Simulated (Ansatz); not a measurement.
TaMoN:
```xyz
6
Lattice="3.0663 0.0000 0.0000 0.0000 3.0663 0.0000 0.0000 0.0000 7.7449" Properties=species:S:1:pos:R:3 pbc="T T T"
Mo     0.0000     1.5332     6.9957
Mo     1.5332     0.0000     0.7493
Ta     0.0000     1.5332     2.6031
Ta     1.5332     0.0000     5.1418
N      0.0000     1.5332     4.8397
N      1.5332     0.0000     2.9052
```

Relaxed with PBEsol. Special points in fractions of this cell's reciprocal vectors: Γ (0.000, 0.000, 0.000); X (0.000, 0.500, 0.000); M (0.500, 0.500, 0.000); Z (0.000, 0.000, 0.500); R (0.000, 0.500, 0.500); A (0.500, 0.500, 0.500).

Question: List the band energies nearest the Fermi level at these points for plane-wave PAW PBEsol (Ansatz code).

Answer: In eV from the Fermi level; about four levels below and three above (degenerate sets whole), none deeper than 8.9 eV; points with the same levels are listed once.

```
k                          below                above
-  -----------------------------  -------------------
Γ        -3.10 -1.43 -1.43 -0.29       0.28 0.28 0.35
X        -1.91 -1.91 -0.13 -0.13  1.12 1.12 2.22 2.22
M        -2.18 -2.18 -0.53 -0.53  2.60 2.60 3.00 3.00
Z  -0.70 -0.70 -0.61 -0.61 -0.24       0.01 1.09 1.54
R        -2.09 -2.09 -1.25 -1.25  0.27 0.27 1.87 1.87
A        -2.79 -2.79 -0.16 -0.16  2.45 2.45 3.00 3.00
```

Space group P4/nmm. The workflow started from an entry of the Crystallography Open Database (COD). Its standing as an ambient phase is unchecked. Symmetry was held in the PBEsol relaxation; its stability against distortions is not shown here. The run is not spin-polarised. Scalar-relativistic: spin–orbit coupling is off unless named, which matters more the heavier the elements.

Potentials: the later of the program's two PAW sets.
